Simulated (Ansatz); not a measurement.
ZnNi (CsCl type, space group No. 221) under volume change, LDA in the plane-wave PAW code Ansatz, scaled uniformly.

| V (Å³/atom) | E − E(relaxed) (meV/atom) | P (GPa) |
|---|---|---|
| 10.060 | 64.2 | 22.68 |
| 10.392 | … | … |
| 10.723 | 6.3 | 6.26 |
| 11.055 | 0.0 | -0.02 |
| 11.387 | … | … |
| 11.718 | 21.3 | -9.70 |
| 12.050 | 45.3 | -13.40 |

Task: What belongs in the gaps?

Result: 
- 10.392, E − E(relaxed) (meV/atom): 26.7
- 10.392, P (GPa): 13.75
- 11.387, E − E(relaxed) (meV/atom): 5.6
- 11.387, P (GPa): -5.28

Task: What does a third-order Birch–Murnaghan fit give for V₀, B₀ and B′?

Result: V₀ = 11.05 Å³/atom, B₀ = 191 GPa, B′ = 4.9.

Space group Pm-3m (CsCl type). The workflow started from a Materials Project entry (that database holds measured and hypothetical structures alike); the Crystallography Open Database files this formula in space group No. 221, but the cells were not matched. Its standing as an ambient phase is unchecked. The LDA relaxation kept the symmetry of its start. At this level the phase is mechanically unstable. No spin polarisation was allowed.

Potentials: the later of the program's two PAW sets.
